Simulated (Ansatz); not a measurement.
Method: PBE, no spin polarisation; PAW, plane waves to 420 eV, 6×6×6 Γ-centred mesh, methfessel-paxton occupations (width 0.0602 eV) (Ansatz 0.2.0), atoms fixed.

Computed maps in the lattice plane spanned by a (left to right, 4.37 Å, 13 points from zero) and b (bottom to top, 4.37 Å, 13 points from zero), 90° apart, at height 0.000 along c. The fields are smooth PAW ones with compensation charges, not the true ones near nuclei.

Valence density. Digits on a logarithmic scale: 0 up to 0.03 e/Å³, each further digit a factor of 1.6, 9 from 1.3 e/Å³ up:
```
3334799997433
3334589985433
4444567765444
8755567765557
9986689986689
9997799997799
9997799997799
9986689986689
8755567765557
4444567765444
3334589985433
3334799997433
3334899998433
```

ELF. Ten even steps from '0' (0.05) to '9' (0.97):
```
0000148841000
0011112211110
0012322223210
1113433334311
6412320023214
9822300003228
9822300003228
6412320023214
1113433334311
0012322223210
0011112211110
0000148841000
0000169961000
```

Question: The cell is La$_{2}$Ga$_{3}$Co$_{2}$Se$_{2}$. Which atoms lie within 0.2 Å of this plane, and where (fractions of a and b)?

Answer: Co at (0.00, 0.50), Co at (0.50, 0.00), Ga at (0.50, 0.50). The whole cell:
```
La Co Ga Se
1.0
     0.00000    4.36821    0.00000
     4.36821    0.00000    0.00000
     2.18411    2.18411   -9.88763
La Co Ga Se
2 2 3 2
Direct
  0.68344 0.68344 0.63312
  0.31656 0.31656 0.36688
  0.00000 0.50000 0.00000
  0.50000 0.00000 0.00000
  0.25000 0.75000 0.50000
  0.75000 0.25000 0.50000
  0.50000 0.50000 0.00000
  0.09516 0.09516 0.80968
  0.90484 0.90484 0.19032
```

Origin: a known structure type with other elements, at an estimated volume, so it need not be a known compound. Caveats: no spin polarisation, so a magnetic state may lie lower; atoms or cell far from equilibrium; f levels without a U or exact exchange are poorly placed.
